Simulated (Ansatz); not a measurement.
A relaxed cell of La2O3 (P-3m1 (No. 164)), relaxed on a k-mesh at least as fine as the one used below. Level of theory: PBE (plane waves to 420 eV, PAW, scalar-relativistic; Ansatz, a first-principles code). Γ-centred k-mesh 7×7×2 on the run's cell (coarser than for final values), Fermi–Dirac smearing 0.05 eV.

```
La2O3
1.0
    3.94067     0.00000     0.00000
   -1.97033     3.41272     0.00000
    0.00000     0.00000    12.37643
O La
6 4
Direct
  0.00000   0.00000   0.00000
  0.00000   0.00000   0.50000
  0.33333   0.66667   0.32265
  0.33333   0.66667   0.82265
  0.66667   0.33333   0.17735
  0.66667   0.33333   0.67735
  0.33333   0.66667   0.12369
  0.33333   0.66667   0.62369
  0.66667   0.33333   0.37631
  0.66667   0.33333   0.87631
```

The atoms are displaced by (Å):

```
atom      ux      uy      uz
----  ------  ------  ------
O1    -0.031  -0.015  -0.036
O2     0.064   0.023  -0.045
O3     0.050  -0.046  -0.084
O4    -0.076   0.000  -0.019
O5    -0.028  -0.133  -0.013
O6     0.072  -0.049  -0.006
La7    0.029   0.029  -0.143
La8   -0.009  -0.053   0.059
La9   -0.116  -0.040   0.020
La10  -0.012  -0.095   0.046
```

Q: What forces (eV/Å) and pressure result?

A: 
```csv
atom,Fx,Fy,Fz
O1,-0.03,-0.11,-0.39
O2,-0.01,-0.16,0.46
O3,-0.62,0.14,0.15
O4,0.42,-0.45,0.65
O5,0.11,0.84,-1.00
O6,-0.62,0.01,0.47
La7,-0.14,-0.67,2.25
La8,0.27,0.07,-0.97
La9,0.69,-0.15,-0.80
La10,-0.08,0.48,-0.81
```

Pressure +0.1 GPa.

Q: Estimate the energy cost of the displacement in the harmonic approximation and compare with the calculation.

A: For a harmonic well ΔE = −½ Σ F·u = 0.416 eV a cell, or 42 meV/atom. The calculated energy relative to the undisplaced cell is +0.043 eV/atom, so the harmonic estimate holds well.

No spin polarisation in the result.

The run that gave the undisplaced cell could not lose the symmetry of its start; a randomly shaken copy of 10 atoms returns to this structure.

The first start was generated by placing the elements on the sites of a structure type. Materials Project lists a structure of La2O3 in the same space group, P-3m1 (No. 164); the sites were not compared with it, nor with measured phases.
